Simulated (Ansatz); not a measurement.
Polymorphs of YTaN$_{3}$, each relaxed with plane-wave PAW r²SCAN (Ansatz code):

A: cubic perovskite (Pm-3m)
a = 4.0303 Å, b = 4.0303 Å, c = 4.0303 Å, α = 90.00°, β = 90.00°, γ = 90.00°

| atom | site | symmetry | x | y | z |
|---|---|---|---|---|---|
| Y | 1a | m-3m | 0.0000 | 0.0000 | 0.0000 |
| Ta | 1b | m-3m | 0.5000 | 0.5000 | 0.5000 |
| N | 3c | 4/mm.m | 0.0000 | 0.5000 | 0.5000 |

B: R3c
a = 5.6191 Å, b = 5.6191 Å, c = 14.0354 Å, α = 90.00°, β = 90.00°, γ = 120.00°

```tsv
atom	site	symmetry	x	y	z
Y	6a	3.	0.0000	0.0000	0.4766
Ta	6a	3.	0.0000	0.0000	0.2076
N	18b	1	0.3244	0.0730	0.1114
```

Problem. Order them by energy per atom at 0 K (lowest first) at the level r²SCAN.

Solution. B (+0 meV/atom), A (+170 meV/atom)

Typed or built starts, not in the databases checked: A; B. All cells were relaxed under the symmetry of their starts (and spin orders); stability against distortions was not tested throughout. Rows with no word on spin ran without spin polarisation. Scalar-relativistic: spin–orbit coupling is off unless named, which matters more the heavier the elements.

Energies hold the estimated change up to a 700 eV cutoff; steps of a few meV lie near the error of the meshes.

Potentials: the earlier of the program's two PAW sets.
